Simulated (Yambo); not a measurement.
A G0W0@PBEsol run in Yambo for Mg$_{2}$ZnP$_{2}$ (space group P3m1, No. 156) (3×3×2 Γ-centred k mesh, bands 13 to 176 and a 8 Ry block in the screening, 176 bands in G with the Bruneval-Gonze terminator, plasmon pole fitted at 27.2 eV) gives these matrix elements, in eV, at the band edges (Γ → K):

| state | E0 | <Vxc> | <Σx> | <Σc(E0)> | Z |
|---|---|---|---|---|---|
| valence edge | 0.000 | -12.495 | -14.183 | 0.992 | 0.770 |
| conduction edge | 1.170 | -9.910 | -6.093 | -3.570 | 0.797 |

Question: Solve the linearised quasiparticle equation for both states, give the gap, and say how exchange and correlation each act on it.

Answer: E = E0 + Z(Σx + Σc − Vxc). Valence: 0.000 + 0.770 × (-14.183 + (0.992) − (-12.495)) = -0.54 eV. Conduction: 1.170 + 0.797 × (-6.093 + (-3.570) − (-9.910)) = 1.37 eV. The gap is 1.90 eV, against 1.17 eV in PBEsol. Replacing Vxc by bare exchange alone would open it by 5.50 eV; correlation takes back 4.56 eV of that, and Z scales what is left. Nearest settings tried, and what they do to the gap: 114 bands in G: -4 meV; 114 bands in W, 114 bands in G: -25 meV; 7 Ry block (209 vectors against 251): -26 meV; 3×3×1 mesh: -85 meV. So the settings aren't converged at that level. The k mesh is coarse. The mesh misses a band edge: along a dense path the PBEsol gap is 0.99 eV against 1.17 eV on the mesh. 

Geometry of the Materials Project entry, not relaxed at this level; primitive cell a = b = 4.0141 Å, c = 6.5439 Å, α = β = 90.00°, γ = 120.00°.

The structure is a Materials Project entry; no match was found in the copy of COD used, and its stability was not checked.
